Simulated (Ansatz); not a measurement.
PbO₂:
```xyz
6
Lattice="5.0822 0.0000 0.0000 0.0000 5.0822 0.0000 0.0000 0.0000 3.4433" Properties=species:S:1:pos:R:3 pbc="T T T"
Pb     0.0000     0.0000     0.0000
Pb     2.5411     2.5411     1.7217
O      1.5656     1.5656     0.0000
O      0.9755     4.1067     1.7217
O      3.5166     3.5166     0.0000
O      4.1067     0.9755     1.7217
```

Relaxed with PBE. Special points in fractions of this cell's reciprocal vectors: Γ (0.000, 0.000, 0.000); X (0.000, 0.500, 0.000); M (0.500, 0.500, 0.000); Z (0.000, 0.000, 0.500); R (0.000, 0.500, 0.500); A (0.500, 0.500, 0.500).

List the band energies nearest the Fermi level at these points for PBE (plane waves, PAW; program Ansatz).

In eV from the Fermi level; about four levels below and three above (degenerate sets whole), none deeper than 8.9 eV; points with the same levels are listed once.

```
k                    below                above
-  -----------------------  -------------------
Γ  -0.63 -0.63 -0.55 -0.55  0.09 3.89 5.76 5.76
X  -0.65 -0.65 -0.36 -0.36  2.08 2.08 6.35 6.35
M  -0.67 -0.67 -0.46 -0.46  2.48 2.48 6.53 6.53
Z  -1.01 -1.01 -0.73 -0.73  3.40 3.40 8.60 8.60
R  -0.70 -0.70 -0.27 -0.27  3.67 3.67 7.02 7.02
A  -0.63 -0.63 -0.48 -0.48  2.55 2.55 8.12 8.12
```

Space group P4_2/mnm (rutile). The PBE relaxation kept the symmetry of its start. Spin–orbit coupling is left out wherever it is not named.

Potentials: the later of the program's two PAW sets.
